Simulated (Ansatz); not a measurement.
La2O3 (A-La2O3 type, space group P-3m1)

```
La2O3
1.0
    3.94027     0.00000     0.00000
   -1.97014     3.41238     0.00000
    0.00000     0.00000    12.37598
La O
4 6
Direct
  0.33333   0.66667   0.12369
  0.33333   0.66667   0.62369
  0.66667   0.33333   0.37631
  0.66667   0.33333   0.87631
  0.00000   0.00000   0.00000
  0.00000   0.00000   0.50000
  0.33333   0.66667   0.32264
  0.33333   0.66667   0.82264
  0.66667   0.33333   0.17736
  0.66667   0.33333   0.67736
```

The atoms are displaced by Q × the pattern below (from a DFPT mode at A = (0.0, 0.0, 0.5), largest move 1; Q in Å), at fixed cell. It is one choice among 2 degenerate patterns. (q is in reciprocal vectors of the primitive cell; the cell shown is doubled to hold the pattern.)

```
atom      x       y      z
----  -----  ------  -----
La1   0.000  -0.038  0.000
La2   0.000   0.038  0.000
La3   0.000   0.038  0.000
La4   0.000  -0.038  0.000
O5    0.000   1.000  0.000
O6    0.000  -1.000  0.000
O7    0.000  -0.159  0.000
O8    0.000   0.159  0.000
O9    0.000   0.159  0.000
O10   0.000  -0.159  0.000
```

These are PBE (plane waves to 420 eV, PAW, scalar-relativistic; Ansatz, a program for electronic structure) values and carry that method's errors. k mesh 10×10×3 (Γ-centred), Fermi-Dirac smearing 0.05 eV. E stands for the smeared free energy. Stress and pressure are positive under compression. La2O3 is run without spin polarisation. La2O3 was relaxed with its symmetry unable to fall. ΔE is measured from the undisplaced structure.

| Q (Å) | ΔE (meV/cell) | −dE/dQ from forces (eV/Å) | P (GPa) |
|---|---|---|---|
| -0.180 | 57.8 | 0.659 | 0.47 |
| -0.150 | 39.8 | 0.541 | 0.33 |
| -0.120 | 25.3 | 0.427 | 0.22 |
| -0.090 | 14.2 | 0.317 | 0.13 |
| -0.060 | 6.3 | 0.210 | 0.06 |
| -0.030 | 1.6 | 0.104 | 0.02 |
| 0.000 | 0.0 | 0.000 | 0.01 |
| 0.030 | 1.6 | -0.104 | 0.02 |
| 0.060 | 6.3 | -0.210 | 0.06 |
| 0.090 | 14.2 | -0.317 | 0.13 |
| 0.120 | 25.3 | -0.427 | 0.22 |
| 0.150 | 39.8 | -0.541 | 0.33 |
| 0.180 | 57.8 | -0.659 | 0.47 |

Read from the data:

| Property | Value |
|---|---|
| Energy at Q = 0.180 Å | 57.8 meV/cell |
| Space group of the distorted cell | C2/m (No. 12), lowered from P-3m1 |
| Symmetry of the curve | even: the same for both signs |
| Shape of the curve | a single well with its minimum at or next to zero displacement |
| Harmonic wavenumber from the curvature (finite differences) | 166 cm⁻¹ |
| Wavenumber by perturbation theory (DFPT, on another k mesh) | 166 cm⁻¹ |

The 13 points together took very roughly 9 core-minutes.

(A displaced cell: forces are minus the slopes of the energy, force constants its curvatures, and phonons follow from these.)
